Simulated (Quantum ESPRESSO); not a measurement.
**Kohn-Sham bands of TiC (rock salt)**

```
CELL_PARAMETERS angstrom
      0.00000     2.16572     2.16572
      2.16572     0.00000     2.16572
      2.16572     2.16572     0.00000
ATOMIC_POSITIONS crystal
  Ti 0.00000 0.00000 0.00000
  C  0.50000 0.50000 0.50000
```

Cell from Materials Project (mp-631), symmetrised, no further relaxation. COD (Crystallography Open Database) has an entry of this formula and space group (matched by these alone). Level: PBEsol, no spin polarisation, no spin-orbit coupling; pw.x of Quantum ESPRESSO at 68 Ry with PseudoDojo potentials, 12×12×12 k-points, Wannier90. Density: 12×12×12 mesh, cold smearing 0.01 Ry.

Energies are relative to the Fermi level; weights are on the orthonormalised atomic waves of the pseudopotential files, averaged over the group. 16 electrons a cell are treated as valence.

```json
[
 {"bands": "1", "from (eV)": "-56.35", "to (eV)": "-56.25", "filling": "filled", "weight on atomic waves": "(withheld)"},
 {"bands": "2–4", "from (eV)": "-33.00", "to (eV)": "-32.49", "filling": "filled", "weight on atomic waves": "(withheld)"},
 {"bands": "5", "from (eV)": "-12.42", "to (eV)": "-8.89", "filling": "filled", "weight on atomic waves": "(withheld)"}
]
```

Task: Which atomic shells make up each group?

Result: 
- 1, weight on atomic waves: Ti 3s 94 %
- 2–4, weight on atomic waves: Ti 3p 98 %
- 5, weight on atomic waves: C 2s 63 %, Ti 3d 16 %, Ti 4s 15 %

No gap over 0.05 eV opens at the Fermi level at this level of theory.
